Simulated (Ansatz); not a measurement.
SrSi in space group Cmcm (No. 63; Sr on 4c, Si on 4c), the program Ansatz at the r²SCAN level (PAW), all energies at zero smearing, with the estimated change up to a 700 eV cutoff added, with one set of potentials and settings (totals compare only within such a set). Cell of 4 atoms (2 Sr, 2 Si): -8390.566 eV.

```json
[
 {"element": "Sr", "reference phase": "P6_3/mmc, 2 atoms in the cell", "E (eV/atom)": "-3555.1144"},
 {"element": "Si", "reference phase": "Fd-3m, 2 atoms in the cell", "E (eV/atom)": "-639.0667"}
]
```

Formation energy per atom, worked out: (-8390.566 − 2×(-3555.1144) − 2×(-639.0667))/4 = -0.551 eV/atom (-53 kJ per mol of atoms), at 0 K, without zero-point energy or fitted corrections.

The first step of the workflow began from a Materials Project structure, measured or hypothetical; the Crystallography Open Database files this formula in space group No. 63, but the cells were not matched. Its standing as an ambient phase is unchecked. The r²SCAN relaxation kept the symmetry of its start; its stability against distortions is not shown here. The references are the lowest solids computed at this level, not always the standard phases.

Potentials: the later of the program's two PAW sets.
